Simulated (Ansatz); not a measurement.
SnO₂ (rutile), relaxed with LDA (Ansatz, a first-principles code, plane waves, PAW): a = b = 4.723 Å, c = 3.190 Å, α = β = γ = 90.00°.

* **gap (eV)**: 1.16
* **ΔH_f (eV/atom)**: -1.79
* **B₀ by P(V) fit (GPa)**: 202
* **electron conductivity mass (mₑ)**: 0.20

Task: The same phase is relaxed and computed with r²SCAN in the same code. What are the cell and these values now?

Result: a = b = 4.7599 Å, c = 3.2008 Å, α = β = γ = 90.00°.

* **gap (eV)**: 1.77
* **ΔH_f (eV/atom)**: -1.84
* **B₀ by P(V) fit (GPa)**: 201
* **electron conductivity mass (mₑ)**: 0.22

All cells were relaxed under the symmetry of their starts (and spin orders); stability against distortions was not tested throughout. Scalar-relativistic: spin–orbit coupling is off unless named, which matters more the heavier the elements.

Potentials: the later of the program's two PAW sets.

Ansatz is a plane-wave DFT program.

Formation energies count from the lowest solids of the elements computed at the same level, not from gases.
